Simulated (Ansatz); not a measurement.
Relaxation of a relaxed TiSi2 cell displaced along its unstable phonon at q = (½, 0, 0) of its primitive reciprocal cell (29i cm⁻¹), largest move 0.15 Å; 6 atoms in the cell, which starts as P2/c (No. 13), mP6; a = 6.219 Å, b = 2.841 Å, c = 4.920 Å, α = β = γ = 90.00°. All values below come from r2SCAN (plane waves to 500 eV, PAW, scalar-relativistic; Ansatz, a program for electronic structure). Γ-centred k-mesh 13×13×5 on the run's cell (coarser than for final values), Fermi–Dirac smearing 0.05 eV. This is the first round of the run. 

The optimiser's lines from the output (shortened; P is positive under compression):

```
relax step   1: F+E_penalty+E_count = -7565.56830784 eV  Δ(F+E_penalty+E_count) = +0.000e0 eV  max|allowed force component| = 1.527e-1 eV/Å  Δτ_max = 0.0000 Å  P = +0.806 GPa  Ω = 86.926 Å³  (9 SCF iters, dr2 threshold 1.00e-7 eV, accepted)
relax step   2: F+E_penalty+E_count = -7565.57805654 eV  Δ(F+E_penalty+E_count) = -9.749e-3 eV  max|allowed force component| = 8.461e-2 eV/Å  Δτ_max = 0.0144 Å  P = -0.057 GPa  Ω = 87.814 Å³  (6 SCF iters, dr2 threshold 6.00e-7 eV, accepted)
relax step   3: F+E_penalty+E_count = -7565.58345168 eV  Δ(F+E_penalty+E_count) = -5.395e-3 eV  max|allowed force component| = 1.078e-1 eV/Å  Δτ_max = 0.0138 Å  P = -0.271 GPa  Ω = 88.018 Å³  (5 SCF iters, dr2 threshold 6.00e-7 eV, accepted)
relax step   4: F+E_penalty+E_count = -7565.72484575 eV  Δ(F+E_penalty+E_count) = -1.414e-1 eV  max|allowed force component| = 4.587e-1 eV/Å  Δτ_max = 0.1996 Å  P = -1.952 GPa  Ω = 90.635 Å³  (8 SCF iters, dr2 threshold 6.00e-7 eV, accepted)
relax step   5: F+E_penalty+E_count = -7566.11007074 eV  Δ(F+E_penalty+E_count) = -3.852e-1 eV  max|allowed force component| = 6.473e-1 eV/Å  Δτ_max = 0.1952 Å  P = -3.395 GPa  Ω = 92.888 Å³  (8 SCF iters, dr2 threshold 6.00e-7 eV, accepted)
relax step   6: F+E_penalty+E_count = -7566.62518256 eV  Δ(F+E_penalty+E_count) = -5.151e-1 eV  max|allowed force component| = 5.457e-1 eV/Å  Δτ_max = 0.1954 Å  P = -4.231 GPa  Ω = 94.011 Å³  (7 SCF iters, dr2 threshold 6.00e-7 eV, accepted)
relax step   7: F+E_penalty+E_count = -7567.12065910 eV  Δ(F+E_penalty+E_count) = -4.955e-1 eV  max|allowed force component| = 6.345e-1 eV/Å  Δτ_max = 0.1920 Å  P = -0.730 GPa  Ω = 91.595 Å³  (8 SCF iters, dr2 threshold 6.00e-7 eV, accepted)
relax step   8: F+E_penalty+E_count = -7567.24001324 eV  Δ(F+E_penalty+E_count) = -1.194e-1 eV  max|allowed force component| = 3.969e-2 eV/Å  Δτ_max = 0.1558 Å  P = -0.282 GPa  Ω = 90.965 Å³  (7 SCF iters, dr2 threshold 6.00e-7 eV, accepted)
relax step   9: F+E_penalty+E_count = -7567.24090000 eV  Δ(F+E_penalty+E_count) = -8.868e-4 eV  max|allowed force component| = 8.218e-3 eV/Å  Δτ_max = 0.0097 Å  P = -0.057 GPa  Ω = 90.743 Å³  (5 SCF iters, dr2 threshold 6.00e-7 eV, accepted)
relax step  10: F+E_penalty+E_count = -7567.24120953 eV  Δ(F+E_penalty+E_count) = -3.095e-4 eV  max|allowed force component| = 4.265e-4 eV/Å  Δτ_max = 0.0007 Å  P = -0.013 GPa  Ω = 90.710 Å³  (5 SCF iters, dr2 threshold 2.94e-7 eV, accepted)
relax step  11: F+E_penalty+E_count = -7567.24121867 eV  Δ(F+E_penalty+E_count) = -9.139e-6 eV  max|allowed force component| = 7.918e-5 eV/Å  Δτ_max = 0.0004 Å  P = -0.000 GPa  Ω = 90.702 Å³  (4 SCF iters, dr2 threshold 6.54e-9 eV, accepted)
relax step  12: F+E_penalty+E_count = -7567.24253443 eV  Δ(F+E_penalty+E_count) = -1.316e-3 eV  max|allowed force component| = 7.796e-5 eV/Å  Δτ_max = 0.0000 Å  P = -0.005 GPa  Ω = 90.702 Å³  stress off target by 1.16e-2 GPa  SCF on the basis re-selected at this cell (its energy is not comparable with the rows above)  (8 SCF iters)
```

From the first to the last row the energy changes by -0.28 eV/atom and the volume by +4.3 %. The last row is marked as not comparable with the walk above it, whose basis was carried along; it does compare with step 1, since both stand on a basis selected at the nominal cutoff for their own cell.

Later rounds, restarted from the end of this one on a renewed k-mesh, logged 10 more steps and released under 0.01 eV/atom more. The final structure after all rounds: P4/mmm (No. 123), tP3; a = 2.7567 Å, b = 2.7567 Å, c = 5.9660 Å, α = 90.00°, β = 90.00°, γ = 90.00°. Between re-selections the logged energies stand on a plane-wave basis carried along with the cell. No spin polarisation in the result.

The run could not lose the symmetry of its start: the end is stationary, and may be a saddle point rather than a minimum.

The relaxed structure here is a generated cell of TiSi2: the first start was made by placing the elements on the sites of a structure type, and the end was not matched to a known phase here, so it may be hypothetical. Known forms of TiSi2 include space group No. 63, 70.
